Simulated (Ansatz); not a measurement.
Si₂MoN₄:
Space group P6₃/mmc (No. 194); a = 2.892 Å, b = 2.892 Å, c = 20.666 Å, α = 90.00°, β = 90.00°, γ = 120.00°

```
atom  site  symmetry       x       y       z
----  ----  --------  ------  ------  ------
Mo      2c      -6m2  0.3333  0.6667  0.2500
N       4f       3m.  0.6667  0.3333  0.1898
Si      4f       3m.  0.6667  0.3333  0.1057
N       4e       3m.  0.0000  0.0000  0.0811
```

Relaxed at zero pressure with PBE+D3(BJ) in the plane-wave PAW code Ansatz.

Q: The volume is lowered by 6 % and shape and atoms relax at that volume. What pressure results, and how do the axes share the change?

A: 7.3 GPa; a -0.9 %, b -0.9 %, c -4.3 %; the energy rises by 12 meV/atom.

Q: Give the new structure.

A: 
Space group P6₃/mmc (No. 194); a = b = 2.866 Å, c = 19.776 Å, α = β = 90.00°, γ = 120.00°

| atom | site | symmetry | x | y | z |
|---|---|---|---|---|---|
| Mo | 2c | -6m2 | 0.3333 | 0.6667 | 0.2500 |
| N | 4f | 3m. | 0.6667 | 0.3333 | 0.1873 |
| Si | 4f | 3m. | 0.6667 | 0.3333 | 0.1000 |
| N | 4e | 3m. | 0.0000 | 0.0000 | 0.0743 |

The phase is kept; no other phase was compared at this pressure.

Space group P6_3/mmc. The start of the workflow was typed in or built on a structure type; neither database checked (COD, Materials Project) lists it. Whether it is the stable phase at ambient conditions was not checked. Symmetry was held in the PBE+D3(BJ) relaxation; whether a distortion lowers the energy is not shown. The workflow began spin-polarised and lost its moments.

Potentials: the later of the program's two PAW sets.
